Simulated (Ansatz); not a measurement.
## Elastic constants of BaZn (Pm-3m), step by step

```
CELL_PARAMETERS angstrom
3.99219 0.00000 0.00000
0.00000 3.99219 0.00000
0.00000 0.00000 3.99219
ATOMIC_POSITIONS crystal
Ba 0.00000 0.00000 0.00000
Zn 0.50000 0.50000 0.50000
```

The conventional cell has a = 3.992 Å, b = 3.992 Å, c = 3.992 Å, α = 90.00°, β = 90.00°, γ = 90.00°. Around Ba (atom 1) lie 8 Zn at 3.46 Å. Zn (atom 2) has 8 Ba at 3.46 Å as nearest neighbours.

Computed, not measured; unless marked otherwise by PBEsol, all-electron LAPW in Ansatz 0.2.0, scalar-relativistic. k mesh 12×12×12, strains of ±0.003, Fermi-Dirac smearing of 0.080 eV, basis error target 1 meV/atom. The cell was relaxed by PAW under this functional, which moved its volume by -6 % from the database entry's. This phase needn't be the one found at ambient conditions.

The cell is cubic and carries a residual pressure of -0.01 GPa at this level. Each strain component that symmetry leaves independent is applied at ±0.003, the ions relax wherever a strain frees them, and the stress (tension positive, GPa) is read. Shears are engineering strains, γ = 2ε.

```csv
strain,size,σxx,σyy,σzz,σyz,σxz,σxy
xx,-0.003,-0.1145,-0.0458,-0.0458,0.0000,0.0000,0.0000
xx,+0.003,0.1233,0.0554,0.0554,0.0000,0.0000,0.0000
yz,-0.003,0.0049,0.0049,0.0049,-0.0598,0.0000,0.0000
yz,+0.003,0.0049,0.0049,0.0049,0.0598,0.0000,0.0000
```

A central difference gives one constant, for example C11 ≈ (0.1233 − (-0.1145))/(0.006) = 39.6 GPa; the program then imposes the crystal's symmetry on the whole matrix.

Question: What are the independent elastic constants?

Answer: C11 = 39.6, C12 = 16.9, C44 = 19.9 GPa.

Question: Do they meet the Born conditions?

Answer: C11 − C12 = 22.8, C11 + 2C12 = 73.4 and C44 = 19.9 GPa must all be positive, so the crystal is elastically stable; that says nothing yet of its phonons.

Question: What moduli does a random aggregate of grains have?

Answer: B = (C11 + 2C12)/3 = 24.5 GPa. G_V = (C11 − C12 + 3C44)/5 = 16.5 and G_R = 5(C11 − C12)C44/(4C44 + 3(C11 − C12)) = 15.3, so G_H = 15.9 GPa. Then E = 9BG/(3B + G) = 39.2 GPa, ν = (3B − 2G)/(6B + 2G) = 0.233 and B/G = 1.54, on the brittle side of Pugh's 1.75 (a rule of thumb).

Question: With the density of 5.290 g/cm³, how fast does sound travel, and what Debye temperature follows?

Answer: 

```tsv
direction	slow (m/s)	middle (m/s)	fast (m/s)
[100]	1941	1941	2737
[110]	1467	1941	3018
[111]	1640	1640	3106
```

The mean of v⁻³ over directions and branches gives v_m = 1910 m/s and θ_D = (ħ/k_B) v_m (6π²n)^(1/3) = 179 K, n being atoms per volume. Young's modulus spans 30 to 47 GPa over directions, and the universal anisotropy index is 0.39.

Question: How far do the constants move if PAW replaces LAPW in the same cell?

Answer: 

```
constant  LAPW (GPa)  PAW (GPa)  difference
     C11        39.6       39.6         0.0
     C12        16.9       16.9         0.0
     C44        19.9       19.9         0.0
```

Question: How do the constants change if the ions are clamped to the homogeneous strain?

Answer: None moves by more than 0.3 GPa: by symmetry a homogeneous strain puts no force on these sites.

Question: What happens at 2 GPa (cell relaxed there)?

Answer: The volume falls to 0.9317 of its value, and C11 = 47.6, C12 = 24.7, C44 = 24.7 GPa (slopes of the stress), in this structure whether or not another phase takes over.

Keep in mind: responses of metals move with mesh and smearing; the frozen-core PAW files of the compared runs were fitted under PBE, their cores solved anew for this functional.
